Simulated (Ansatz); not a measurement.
Ansatz (an electronic-structure program) input:

Ansatz 0.2 input:
```yaml
crystal:
  lattice:
    - [0.0, 2.0339051046, 2.0339051046]
    - [2.0339051046, 0.0, 2.0339051046]
    - [2.0339051046, 2.0339051046, 0.0]
  atoms:
    - { symbol: Li, position: [0.0, 0.0, 0.0] }
    - { symbol: F, position: [0.5, 0.5, 0.5] }
kpoints:
  mp_grid: { grid: [10, 10, 10] }
basis: { xc_grid: 2 }
hamiltonian:
  xc: pbe
  pseudopotentials: { kind: paw }
scf:
  occupations: { method: fixed }
output:
  optics: { e_range: [0.0, 15.0], de: 0.05, sigma: 0.1, bands: { spectra_wanted_up_to: 12 eV } }
```

Output (shortened):

```
output.optics: the spectra are integrated over the Brillouin zone by k·p interpolation around the k-points, where levels, occupations, output.optics.sigma and …
Pseudopotential: Li, paw, valence charge 3
Pseudopotential: F, paw, valence charge 7
Functional definition: PBE
Crystal: 2 atoms, lattice volume = 16.828 Å³
Basis set: ecut = 420 eV, 331 PW (Γ), exchange–correlation on 40×40×40 points (8 copies of the dense FFT grid, shifted against one another)
Bands: 9, of which v1, the nominal top of the filled ones, is band 5 counted from 1 (4 counted from 0)
Symmetry: 48 space group operations
Space group: Fm-3m (ITA 225), of the structure as read, at distance tolerance 2.6e-5 Å
k-points: 47 of 1000
SCF iter   1: F=—  HF=-1016.170976 eV  |F-HF|=—  |Δ(HF+E_count)|=         —  Δρ=1.00e-3  dr2=9.10e-5  ethr=1.77e-3  ⟨swp⟩=3.9  Hψ=2383  notcnv=0  defer=64
preconditioner: auto → none
SCF iter   2: F=—  HF=-1016.170898 eV  |F-HF|=—  |Δ(HF+E_count)|=   7.87e-5  Δρ=1.42e-3  dr2=2.08e-4  ethr=9.10e-7  ⟨swp⟩=2.0  Hψ=1038  notcnv=0  defer=91
SCF iter   3: F=—  HF=-1016.170857 eV  |F-HF|=—  |Δ(HF+E_count)|=   4.09e-5  Δρ=6.19e-4  dr2=3.96e-5  ethr=9.10e-7  ⟨swp⟩=2.6  Hψ=626  notcnv=0  defer=44
SCF iter   4: F=—  HF=-1016.170869 eV  |F-HF|=—  |Δ(HF+E_count)|=   1.26e-5  Δρ=2.51e-4  dr2=6.50e-6  ethr=3.96e-7  ⟨swp⟩=2.0  Hψ=694  notcnv=0  defer=73
SCF iter   5: F=—  HF=-1016.170871 eV  |F-HF|=—  |Δ(HF+E_count)|=   1.76e-6  Δρ=1.38e-4  dr2=2.11e-6  ethr=6.50e-8  ⟨swp⟩=1.0  Hψ=423  notcnv=0
SCF iter   6: F=—  HF=-1016.170872 eV  |F-HF|=—  |Δ(HF+E_count)|=   4.71e-7  Δρ=6.51e-5  dr2=4.83e-7  ethr=2.11e-8  ⟨swp⟩=1.0  Hψ=423  notcnv=0
SCF iter   7: F=—  HF=-1016.170869 eV  |F-HF|=—  |Δ(HF+E_count)|=   2.19e-6  Δρ=1.74e-5  dr2=3.51e-8  ethr=4.83e-9  ⟨swp⟩=2.0  Hψ=581  notcnv=0
SCF iter   8: F=—  HF=-1016.170869 eV  |F-HF|=—  |Δ(HF+E_count)|=   1.05e-8  Δρ=2.86e-6  dr2=9.36e-10  ethr=3.51e-10  ⟨swp⟩=2.4  Hψ=586  notcnv=0
SCF iter   9: F=-1016.170869 eV  HF=-1016.170869 eV  |F-HF|=4.09e-12  |Δ(HF+E_count)|=  2.96e-10  Δρ=2.08e-7  dr2=4.90e-12  ethr=1.00e-12  ⟨swp⟩=2.3  Hψ=1724  notcnv=0
SCF 1 converged in 9 iterations: F = -1016.170869 eV  dr2 = 4.90e-12
NSCF: frozen V_eff on 47 k-points
Optics k sum: 0 of 47 k-points
Optics k sum: 3 of 47 k-points
Optics k sum: 5 of 47 k-points
Optics k sum: 8 of 47 k-points
Optics k sum: 10 of 47 k-points
Optics k sum: 12 of 47 k-points
Optics k sum: 15 of 47 k-points
Optics k sum: 17 of 47 k-points
Optics k sum: 19 of 47 k-points
Optics k sum: 22 of 47 k-points
Optics k sum: 24 of 47 k-points
Optics k sum: 26 of 47 k-points
Optics k sum: 29 of 47 k-points
Optics k sum: 31 of 47 k-points
Optics k sum: 33 of 47 k-points
Optics k sum: 36 of 47 k-points
Optics k sum: 38 of 47 k-points
Optics k sum: 40 of 47 k-points
Optics k sum: 43 of 47 k-points
Optics k sum: 45 of 47 k-points
Optics k sum: 47 of 47 k-points
Optics k sum: 0 of 47 k-points
Optics k sum: 3 of 47 k-points
Optics k sum: 5 of 47 k-points
Optics k sum: 8 of 47 k-points
Optics k sum: 10 of 47 k-points
Optics k sum: 12 of 47 k-points
Optics k sum: 15 of 47 k-points
Optics k sum: 17 of 47 k-points
Optics k sum: 19 of 47 k-points
Optics k sum: 22 of 47 k-points
Optics k sum: 24 of 47 k-points
Optics k sum: 26 of 47 k-points
Optics k sum: 29 of 47 k-points
Optics k sum: 31 of 47 k-points
Optics k sum: 33 of 47 k-points
Optics k sum: 36 of 47 k-points
Optics k sum: 38 of 47 k-points
Optics k sum: 40 of 47 k-points
Optics k sum: 43 of 47 k-points
Optics k sum: 45 of 47 k-points
Optics k sum: 47 of 47 k-points
NSCF: frozen V_eff on 1 k-points
NSCF: frozen V_eff on 1 k-points
output.optics: what the bands over the 10 summed would add to eps1, eps2 and the energy-loss function is held between a lower and an upper bound (7 Lanczos …
SCF converged after 9 iterations
Free energy (F): -1016.170869 eV
Harris-Foulkes:  -1016.170869 eV  (|F-HF|=4.09e-12)
Internal energy: -1016.170869 eV  (E = F + TS)
E sigma→0 (E₀):  -1016.170869 eV
Fermi energy:    0.764633 eV
--- Per-component energies (eV) ---
  E_band       = -119.798175
  E_kinetic    = 230.227212
  E_local      = -649.440501  (includes V_loc(G=0)·N_el)
  E_nonlocal   = 40.324043
  E_hartree    = 227.883075
  E_xc         = -91.735766
  E_vxc        = -117.662559  (∫ρ·V_xc dr)
  E_paw        = -221.753916  (= ΣΔE_a)
  E_vpaw       = -79.014698  (= ΣTr[D̂ρ^β])
  E_aug_tail   = 0.002240  (compensation charges beyond the density's cutoff)
  E_ewald      = -551.677256
  E_smearing   =  0.000000  (= −TS)
  E_closure    = 0.000000  (closes the sum)
  Σ components = -1016.170869   (vs F -1016.170869, Δ=0.00e0)
  [band-id]    e_kinetic+e_local+e_nonlocal+2·e_hartree+e_vxc+e_vpaw+e_augmentation_tail = -119.798114   (vs E_band -119.798175, Δ=6.12e-5)
--- Band table (eV; the first three rows and the last of 47) ---
  k-point 0: bands = ["-40.1940", "-19.1240", "0.7646", "0.7646", "0.7646", "9.5961", "24.3317", "24.3317", "24.3317"]
  k-point 1: bands = ["-40.1891", "-19.0872", "0.4857", "0.7429", "0.7429", "9.8898", "21.7742", "23.1476", "23.1476"]
  k-point 2: bands = ["-40.1763", "-18.9886", "-0.1804", "0.6874", "0.6874", "10.5530", "19.3344", "21.6963", "21.6963"]
  k-point 46: bands = ["-40.1287", "-18.4923", "-1.5055", "-0.9158", "-0.0202", "15.4578", "15.8100", "17.9225", "19.7254"]
```

Cost: about 13 core-seconds (a rough figure) on shared cores.

The cell was relaxed with PBE under the symmetry of its start; phonons on a q-mesh show no instability.

Potentials: the later of the program's two PAW sets.

Ansatz is a plane-wave DFT program.
